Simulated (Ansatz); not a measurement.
SrCd$_{2}$Sb$_{2}$: pressure against volume

SrCd$_{2}$Sb$_{2}$, P-3m1, a = 4.701 Å, c = 7.735 Å. The structure is a COD entry; whether it is the stable form wasn't checked. Ansatz: PBEsol, PAW, 420 eV, Γ-centred 12×12×6 mesh on 5 atoms, Gaussian smearing 0.10 eV; no spin polarisation. Shape and atoms are relaxed at each volume; pressure is positive in compression.

| V (Å³/atom) | P (GPa) |
| --- | --- |
| 27.829 | 3.01 |
| 28.717 | ? |
| 29.606 | 0.00 |
| 30.494 | -1.17 |
| 31.382 | -2.16 |

Question: Take V0 = 29.606 Å³/atom, fit the third-order Birch–Murnaghan form to the other rows, and predict the missing pressure.

Answer: With the Eulerian strain f = ½[(V0/V)^(2/3) − 1] and y = P/[3f(1 + 2f)^(5/2)], the form is the line y = B0 + 1.5 B0 (B0′ − 4) f. Rows (f, y): 0.02106, 43.0; -0.00975, 42.0; -0.01905, 41.6. Means f = -0.002580, y = 42.200; Σ(Δf)² = 0.0008815, ΣΔfΔy = 0.03023; the slope is their ratio. y = 42.29 + 34.29 f GPa, so B0 = 42.3 GPa and B0′ = 4 + 2 × (34.29)/(3 × 42.29) = 4.54. At V = 28.717, f = 0.01027, y = 42.64 and P = 1.38 GPa. The run gave 1.38 GPa, the same to the digits shown.